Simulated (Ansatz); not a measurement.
# How the vibrations of WSe₃ change with volume

Method: Ansatz, DFT PBEsol, scalar-relativistic, plane waves, PAW. Settings: 420 eV plane-wave cutoff, Γ-centred 10×10×10 mesh, Fermi-Dirac smearing of 0.15 eV. No spin polarisation. Phonons by linear response, acoustic sum rule imposed.

Relaxed structure:
Space group Pm-3m (No. 221). a = 4.891 Å, b = 4.891 Å, c = 4.891 Å, α = 90.00°, β = 90.00°, γ = 90.00°
```
atom site symmetry x y z
   W    1a m-3m  0.0000  0.0000  0.0000
  Se    3d    4/mm.m  0.0000  0.0000  0.5000
```

Its imaginary modes show that this cell, built by swapping an element in a database structure, isn't a minimum of the energy. In a metal, frequencies depend on the k mesh and the smearing, soft modes most. Spin–orbit coupling is left out, which matters for heavy elements. A semilocal functional can close a gap that the real compound has.

Cells at 0.98 and 1.02 times the equilibrium volume were relaxed in shape and atoms; γ = −d ln ν / d ln V, modes matched by rank.

Question: Give the optical frequencies at Γ (cm⁻¹) at the three volumes and the mode Grüneisen parameters.

Answer:
```json
{"0.98 V": "37i", "V": "42i", "1.02 V": "48i", "γ": "–", "degeneracy": "3"}
{"0.98 V": "39", "V": "42", "1.02 V": "44", "γ": "-2.87", "degeneracy": "3"}
{"0.98 V": "260", "V": "243", "1.02 V": "227", "γ": "3.33", "degeneracy": "3"}
```

i marks imaginary modes: the cell is unstable against these displacements at all three volumes, and γ isn't given for them.

Question: What pressures hold the two strained cells, and what bulk modulus follows?

Answer: 1.73 GPa at 0.98 V and -1.55 GPa at 1.02 V, so B = −dP/d ln V ≈ 82 GPa.